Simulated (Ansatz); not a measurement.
BaHfO$_{3}$:
```xyz
5
Lattice="4.2063 0.0000 0.0000 0.0000 4.2063 0.0000 0.0000 0.0000 4.2063" Properties=species:S:1:pos:R:3 pbc="T T T"
Ba     0.0000     0.0000     0.0000
Hf     2.1031     2.1031     2.1031
O      0.0000     2.1031     2.1031
O      2.1031     2.1031     0.0000
O      2.1031     0.0000     2.1031
```

Tensor components refer to the Cartesian frame of this cell.

Give the high-frequency dielectric tensor and the Born effective charge tensors of the independent atoms from DFPT, the program Ansatz at the PBE level (PAW).


ε∞:
```
4.67  0.00  0.00
0.00  4.67  0.00
0.00  0.00  4.67
```
Z* of atom 1 (Ba), rows: field, columns: displacement, in e:
```
2.76  0.00  0.00
0.00  2.76  0.00
0.00  0.00  2.76
```
Z* of atom 2 (Hf), rows: field, columns: displacement, in e:
```
5.83  0.00  0.00
0.00  5.83  0.00
0.00  0.00  5.83
```
Z* of atom 3 (O), rows: field, columns: displacement, in e:
```
-4.59   0.00   0.00
 0.00  -2.00   0.00
 0.00   0.00  -2.00
```

Static charges for comparison (Bader): Ba1 +1.54, Hf2 +2.59, O3 -1.37 e. Born charges measure polarisation by displacement and can exceed these by far.

Space group Pm-3m (cubic perovskite). Symmetry was held in the PBE relaxation. The run is not spin-polarised. Spin–orbit coupling is left out wherever it is not named.

Potentials: the later of the program's two PAW sets.
